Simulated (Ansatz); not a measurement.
Space group Fm-3m (No. 225). a = 5.921 Å, b = 5.921 Å, c = 5.921 Å, α = 90.00°, β = 90.00°, γ = 90.00°
| atom | site | symmetry | x | y | z |
| --- | --- | --- | --- | --- | --- |
| Pb | 4a | m-3m | 0.0000 | 0.0000 | 0.0000 |
| F | 8c | -43m | 0.2500 | 0.7500 | 0.7500 |

Equation of state of this PbF2 structure (not necessarily the ground state), with shape and atoms relaxed at each volume where symmetry leaves them free. Computed with DFT r2SCAN, scalar-relativistic, plane waves, PAW (Ansatz 0.2.0).

Cutoff 500 eV; k points 8×8×8 on the computed 3-atom cell (Γ-centred); Gaussian smearing, width 0.02 eV; no spin polarisation.

```csv
V (Å³/atom),E − E(largest V) (meV/atom),P (GPa),gap on mesh (eV)
16.262,3.49,5.54,4.90
16.781,-9.44,2.53,4.92
17.300,-13.42,0.00,4.93
17.819,-9.87,-2.13,4.94
18.338,0.00,-3.92,4.94
```

Problem. Fit a third-order Birch–Murnaghan equation to E(V).

Solution. V0 = 17.30 Å³/atom, B0 = 77 GPa, B0' = 4.8.

Spin-orbit coupling is left out, which matters for the bands of heavy elements.

The gaps are read on the mesh, which can miss the band edges, so they can be too wide.

Cost: 5 runs of about 0.54 core-minutes in all, on Arm Neoverse V2 (shared hosts).